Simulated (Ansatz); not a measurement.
Question: Write an Ansatz input for a single-point calculation of NdC with PBE+U (U_eff = 6 eV on Nd 4f) (scalar-relativistic), a cutoff of 420 eV (density cutoff 4 times that), a Γ-centred 4×4×3 mesh and Gaussian smearing of 0.05 eV, with collinear spin, starting moments 3.00, 3.00, 0.00, 0.00 μB on the atoms in order. Forces, stress and eigenvalues are wanted, and also Löwdin populations, the open shells' occupation matrices. The structure:
```
CELL_PARAMETERS angstrom
3.8303761941 0.0000000000 0.0000000000
-1.9151880970 3.3172030901 0.0000000000
0.0000000000 0.0000000000 5.3386066656
ATOMIC_POSITIONS crystal
Nd 0.0000000000 0.0000000000 0.0000000000
Nd 0.0000000000 0.0000000000 0.5000000000
C 0.3333333333 0.6666666667 0.2500000000
C 0.6666666667 0.3333333333 0.7500000000
```

Answer: 
```yaml
crystal:
  lattice:
    - [3.8303761941, 0.0, 0.0]
    - [-1.915188097, 3.3172030901, 0.0]
    - [0.0, 0.0, 5.3386066656]
  atoms:
    - { symbol: Nd, position: [0.0, 0.0, 0.0], spin: 3.0 }
    - { symbol: Nd, position: [0.0, 0.0, 0.5], spin: 3.0 }
    - { symbol: C, position: [0.3333333333, 0.6666666667, 0.25] }
    - { symbol: C, position: [0.6666666667, 0.3333333333, 0.75] }
basis:
  ecutwfc: 420
  ecutrho_ratio: 4
kpoints:
  mp_grid: { grid: [4, 4, 3] }
hamiltonian:
  xc: pbe
  hubbard: { sites: [{ species: Nd, l: f, u_eff: 6.0 }] }
scf:
  occupations: { method: gaussian, width: 0.05 }
output:
  forces: true
  stress: true
  eigenvalues: true
  populations: true
  hubbard: { sites: [{ species: Nd, l: f }] }
magnetization:
  spin_polarized: true
```

Launched as:
```sh
ansatz run input.yaml --threads 2 --pin off --max-ram 2662MiB --backend cpu --events-out ev --progress --plain --runs-dir out
```

Run as written, it has 36 valence electrons, 1313 plane waves at Γ, 24 symmetry operations and 8 irreducible k-points; it took 17 SCF iterations in all. Cost: 9.6 s on 2 threads of Arm Neoverse V2, on a shared host, peak memory 0.38 GiB.

The cell came from substitution into a structure type; no database entry of this phase was matched, which doesn't show that none exists.
